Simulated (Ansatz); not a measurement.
NaI (rock salt, Fm-3m), DFT-LDA in the program Ansatz with PAW potentials. The conduction-band minimum lies at Γ, with 1 equivalent valley. Second derivatives d²E/dk² of the lowest band at one valley (eV·Å²), along Cartesian directions:

```
direction  d²E/dk²
---------  -------
[100]        31.47
[010]        31.47
[001]        31.47
[110]        31.46
[101]        31.46
[011]        31.46
```

Problem. Find the principal effective masses, the density-of-states mass and the conductivity mass.

Solution. Off-diagonal terms follow from H_xy = H[110] − (H_xx + H_yy)/2, and m*/mₑ = 7.620 eV·Å² over each eigenvalue: 0.24, 0.24, 0.24. One valley's DOS mass (m₁m₂m₃)^(1/3) = 0.24, conductivity mass 3/(Σ 1/mᵢ) = 0.24 mₑ.

Problem. What effective density of states Nc follows at 300 K for parabolic valleys?

Solution. Nc = 2.509e19 × 1 × (0.24)^(3/2) ≈ 3.0e18 cm⁻³.

Problem. With the computed static dielectric constant 6.89 (mean of the diagonal), estimate a hydrogenic donor's binding energy and radius.

Solution. E = 13.606 eV × 0.24/6.89² ≈ 69 meV; a = 0.529 Å × ε/m* ≈ 15 Å. Semilocal masses tend to be too small where the gap is.

Problem. With ε∞ = 3.63 and ω_LO = 180 cm⁻¹, what Fröhlich coupling constant follows?

Solution. α = (1/ε∞ − 1/ε0) √(m* × 13.606 eV/ħω_LO) = 1.6.

The LDA relaxation kept the symmetry of its start; phonons on a q-mesh show no instability. Scalar-relativistic: spin–orbit coupling is off unless named, which matters more the heavier the elements.

Potentials: the later of the program's two PAW sets.
